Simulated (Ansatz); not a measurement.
**Al: lifting an adatom of N**

Al, P6_3/mmc, a = 2.836 Å, c = 9.322 Å. This isn't the element's structure at ambient conditions. Ansatz: PBEsol, PAW, 420 eV, Γ-centred 12×12×1 mesh on 10 atoms, Gaussian smearing 0.10 eV; no spin polarisation. One N atom per 1×1 cell of the (001) face (slab of 9 planes, Al on top, held rigid) is raised along the normal at one place in the plane; the height is over the top plane, neighbouring adatoms stand 2.84 Å apart, and y is the energy over the lowest row.

```tsv
height (Å)	y (eV)	force (eV/Å)
0.41	1.965	5.87
0.66	0.641	4.20
0.96	0.000	0.02
1.26	0.454	-2.58
1.66	?	?
2.16	3.294	-2.72
2.96	4.782	-1.07
3.96	5.343	-0.24
```

Question: Fit a Morse curve y = D[1 − e^(−α(z − z0))]² to the other rows, give the force constant, and predict the missing row.

Answer: Least squares gives D = 6.017 eV, α = 1.005 1/Å, z0 = 0.8694 Å; the force constant is 2Dα² = 12.15 eV/Å². The computed force vanishes near 0.96 Å, not at z0, so the tail has pulled the fit off the well. At z = 1.66: e^(−α(z − z0)) = 0.4518, y = 1.808 eV and the force −2Dα e(1 − e) = -3.00 eV/Å (computed -3.41). The run gave 1.727 eV, so the fit is 0.081 eV too high, within the rms miss on the fitted rows (0.169 eV). D is the plateau of the fit; the highest row has reached 89 % of it, and without spin the far atom lies too high, so D overstates the binding.

Cost: 8 runs of about 9 core-minutes in all, on Intel Xeon Processor @ 2.70GHz (shared hosts).